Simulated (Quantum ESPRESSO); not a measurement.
GaRe7 in 6 site orders

All numbers below are calculated, not measured. They come from Quantum ESPRESSO 7.5, a public plane-wave density functional program. Each row is one single-point run on a made-up periodic cell of eight metal atoms, with elements, volume, strain and displacements drawn at random and not relaxed, so a cell may be unstable or far from any real phase. There is no spin polarisation or spin-orbit coupling.

Settings: PBE unless stated; PseudoDojo standard norm-conserving files; Fermi-Dirac width 0.25 eV, which means electrons at about 2900 K; cutoff 1088 eV; 9 x 4 x 3 k mesh shifted half a step off Gamma. E is the free energy of the whole cell (internal energy minus TS), so a -TS column is already part of it. Stress is positive in tension, and the pressure P is minus a third of its trace.

Checks: one run of this series was repeated at a higher cutoff and on a denser mesh, which moved values by no more than 0.003 eV, 0.12 GPa and 0.014 eV/Å, and a second program with other atomic files agreed on it to 2 % rms in force and 0.5 GPa in pressure. Known limits: heavy elements are run without spin-orbit coupling, which real alloys of them have; a spin test at this wide smearing found no moment, but such smearing suppresses magnetism that the real alloy may have.

The lattice is face-centred cubic, and the cell vectors in Å are (0.000, -1.977, -1.977); (-5.932, -1.977, 0.000); (-1.977, 3.955, -5.932), a volume of 123.69 Å³. The runs move one Ga atom among sites that otherwise hold Re, on the same eight displaced sites. E is counted from run 1, and the rms force is over all 24 components. Nothing is relaxed, so E mixes bonding between neighbours with strain on unrelaxed sites, and it is not an ordering energy.

```
run,elements on sites 1 to 8,E (eV),-TS (eV),rms force (eV/Å),largest force (eV/Å),P (GPa)
1,Ga Re Re Re Re Re Re Re,0.000,-1.541,0.651,1.88,-8.32
2,Re Ga Re Re Re Re Re Re,-0.024,-1.558,0.584,2.04,-8.53
3,Re Re Re Ga Re Re Re Re,-0.248,-1.490,0.416,1.04,-7.93
4,Re Re Re Re Ga Re Re Re,-0.079,-1.516,0.539,1.51,?
5,Re Re Re Re Re Ga Re Re,-0.036,-1.524,0.610,1.50,-8.51
6,Re Re Re Re Re Re Re Ga,-0.001,-1.554,0.647,1.75,-8.54
```

## Worked fit

A straight line through the runs shown gives P = -8.50 - 2.23 E GPa with E in eV, an error of 0.61 on the slope and a scatter of 0.13 GPa. At this fixed volume the orders of higher energy tend to have the lower pressure.

## Withheld value

Question: what pressure should run 4 give?

The fit gives -8.32 ± 0.14 GPa. The calculation gave -8.33 GPa.
